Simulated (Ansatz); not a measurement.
Ga$_{3}$Mo:
```cif
data_Ga6Mo2
_chemical_formula_sum 'Ga6 Mo2'
_space_group_name_H-M_alt 'I4/mmm'
_space_group_IT_number 139
_space_group_name_Hall '-I 4 2'
_cell_length_a 3.74416
_cell_length_b 3.74416
_cell_length_c 8.44185
_cell_angle_alpha 90.000
_cell_angle_beta 90.000
_cell_angle_gamma 90.000
loop_
_atom_site_label
_atom_site_type_symbol
_atom_site_symmetry_multiplicity
_atom_site_Wyckoff_symbol
_atom_site_fract_x
_atom_site_fract_y
_atom_site_fract_z
_atom_site_occupancy
Ga1 Ga 2 b 0.00000 0.00000 0.50000 1
Ga2 Ga 4 d 0.00000 0.50000 0.25000 1
Mo1 Mo 2 a 0.00000 0.00000 0.00000 1
```
(The calculation used a cell of 4 atoms; values per cell refer to that cell.)

Relaxed with PBEsol.

Decompose the optical modes at the zone centre into irreducible representations, and say which are infrared and Raman allowed.

Point group 4/mmm: Γ_opt = 2A2u + B1g + Eg + 2Eu. Infrared: A2u, Eu. Raman: B1g, Eg.

Assign frequencies (DFPT, PBEsol in the plane-wave PAW code Ansatz).

A2u 112, Eu 121, B1g 151, Eg 210, A2u 214, Eu 225 cm⁻¹.

Subscripts of B labels follow the axes of the standard setting.

A made-up cell: these elements were put on the sites of a structure type; neither database checked (COD, Materials Project) lists it. Whether it is the stable phase at ambient conditions was not checked. The cell was relaxed with PBEsol under the symmetry of its start; whether a distortion lowers the energy is not shown. No spin polarisation was allowed. As this level gives no gap, phonon frequencies hold no LO–TO term and depend on the k-mesh and smearing (Fermi–Dirac, 0.1 eV here).

Potentials: the earlier of the program's two PAW sets. The files were generated under PBE; for other functionals the program regenerates the frozen cores, and for LDA and PBEsol the local potential too.
